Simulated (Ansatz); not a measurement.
**CdPd (P4/mmm): electronic heat capacity and spin susceptibility from the density of states**

Level of theory: DFT r2SCAN, scalar-relativistic, plane waves, PAW (Ansatz 0.2.0).

Settings: cutoff 500 eV, Γ-centred mesh 14×14×12 on the computed 2-atom cell, Gaussian smearing of 0.10 eV; no spin polarisation.

Relaxed cell: P4/mmm, a = 3.038 Å, b = 3.038 Å, c = 3.661 Å, α = 90.00°, β = 90.00°, γ = 90.00°, 2 atoms in the primitive cell. Whether it is the stable form of this composition wasn't checked.

The density of states at the Fermi level is 0.461 states/eV in the cell of 2 atoms (1 formula unit; both spins, tetrahedra on a 21×21×18 mesh). Averaged over bins of 0.1 eV the density runs from 0.5 to 0.7 states/eV within 0.2 eV of the Fermi level, so the figure hangs on the exact place of that level.

**Question.** What Sommerfeld coefficient and Pauli susceptibility does this give?

**Answer.** Per formula unit N(E_F) = 0.461 states/eV. γ = (π²/3) k_B² N(E_F) N_A = 2.357 mJ/(mol K²) per state/eV, so γ = 1.1 mJ/(mol K²), a mole of formula units. χ_P = μ_B² N(E_F) N_A = 3.23×10⁻⁵ emu/mol per state/eV gives 1.5×10⁻⁵ emu/mol. This is the bare band result: a measured γ of the same phase is as a rule larger by a factor 1 + λ from phonons and spin fluctuations, the spin part of χ is larger by the Stoner factor, and a measured χ also holds orbital and core terms. N(E_F) at one energy is sensitive to the mesh where the density of states has sharp peaks.

Cost: 1 run of about 1.1 core-minutes, on Arm Neoverse V1 (shared hosts).